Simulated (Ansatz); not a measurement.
**Computed properties of La**

La:
```
La
1.0
    3.77583     0.00000     0.00000
   -1.88791     3.26996     0.00000
    0.00000     0.00000    12.06609
La
4
Direct
  0.00000   0.00000   0.00000
  0.00000   0.00000   0.50000
  0.33333   0.66667   0.25000
  0.66667   0.33333   0.75000
```

Space group P6_3/mmc (No. 194), dhcp (α-La type); conventional cell a = b = 3.7758 Å, c = 12.0661 Å, α = β = 90.00°, γ = 120.00°.

Method: the program Ansatz at the r²SCAN level (PAW). Structure relaxed to zero pressure with the same functional. Other levels are named where they apply.

**Cell and energy**

```
Quantity             Result
---------------  ----------
Volume per atom    37.24 Å³
Density          6.19 g/cm³
```

**Electronic structure**

```
Property                                                                    Value
------------------------------------  -------------------------------------------
Electronic character                                            metallic (no gap)
Density of states at the Fermi level  1.6 states/eV per atom (mean over ±0.08 eV)
```

The r²SCAN relaxation kept the symmetry of its start. Axis ratios of metals converge slowly with the k-mesh, so a and c are less sure than the volume. Scalar-relativistic: spin–orbit coupling is off unless named, which matters more the heavier the elements.

Potentials: the later of the program's two PAW sets.
